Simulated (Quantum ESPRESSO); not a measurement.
Kohn-Sham bands of HfNCl (R-3m)

```xyz
6
Lattice="-1.7823 3.0870 0.0000 -3.5646 0.0000 0.0000 -1.7823 1.0290 9.5232" Properties=species:S:1:pos:R:3 pbc="T T T"
Hf     0.0000     0.0000    -3.4635
Hf     0.0000     0.0000     3.4635
N     -1.7823     1.0290     3.9075
N      1.7823    -1.0290    -3.9075
Cl    -1.7823     1.0290    -1.6587
Cl     1.7823    -1.0290     1.6587
```

Materials Project entry mp-541911; symmetrised, unrelaxed at this level. Not found in the COD (Crystallography Open Database) copy used; not checked further. Level: PBEsol, spinors with spin-orbit coupling; pw.x of Quantum ESPRESSO at 68 Ry with PseudoDojo potentials, 4×4×4 k-points, Wannier90. Density: 10×10×10 mesh, cold smearing 0.01 Ry. The cell is built of weakly bound layers, chains or molecules. Database cells relaxed without dispersion often hold them too far apart, which can enlarge gaps and weakens couplings between them; spacing and stacking were not compared with the measured crystal.

Energies are relative to the valence-band maximum; weights are on the orthonormalised atomic waves of the pseudopotential files, averaged over the group. 48 electrons a cell are treated as valence.

Q: Into which isolated groups do the bands fall, where do they lie and what are they made of?

A: 
```tsv
bands	from (eV)	to (eV)	filling	weight on atomic waves
1–4	-60.84	-60.82	filled	Hf 5s 97 %
5–8	-35.26	-35.14	filled	Hf 5p 98 %
9–16	-27.83	-27.36	filled	Hf 5p 96 %
17–20	-15.23	-14.30	filled	Cl 3s 85 %, Hf 6s 6 %, Hf 5d 6 %
21–24	-13.45	-12.26	filled	N 2s 66 %, Hf 5d 19 %, Hf 6s 6 %
25–48	-5.59	0.00	filled	Cl 3p 45 %, N 2p 34 %, Hf 5d 17 %
```

The Kohn-Sham gap over both meshes and the path is 2.19 eV.
